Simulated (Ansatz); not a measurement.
YSe (rock salt, space group No. 225), DFT-PBE in the program Ansatz with PAW potentials, all energies at zero smearing, with the estimated change up to a 700 eV cutoff added, with one set of potentials and settings (totals compare only within such a set). Cell of 2 atoms (1 Y, 1 Se): -9321.312 eV.

| element | reference phase | E (eV/atom) |
|---|---|---|
| Y | P6_3/mmc, 2 atoms in the cell | -3848.6668 |
| Se | P3_121, 3 atoms in the cell | -5469.0798 |

Formation energy per atom, worked out: (-9321.312 − 1×(-3848.6668) − 1×(-5469.0798))/2 = -1.783 eV/atom (-172 kJ per mol of atoms), at 0 K, without zero-point energy or fitted corrections.

Space group Fm-3m (rock salt). The first step of the workflow began from a Materials Project structure, measured or hypothetical; the Crystallography Open Database files this formula in space group No. 225, but the cells were not matched. Whether it is the stable phase at ambient conditions was not checked. Symmetry was held in the PBE relaxation; its stability against distortions is not shown here. No spin polarisation was allowed. The references are the lowest solids computed at this level, not always the standard phases.

Potentials: the later of the program's two PAW sets.
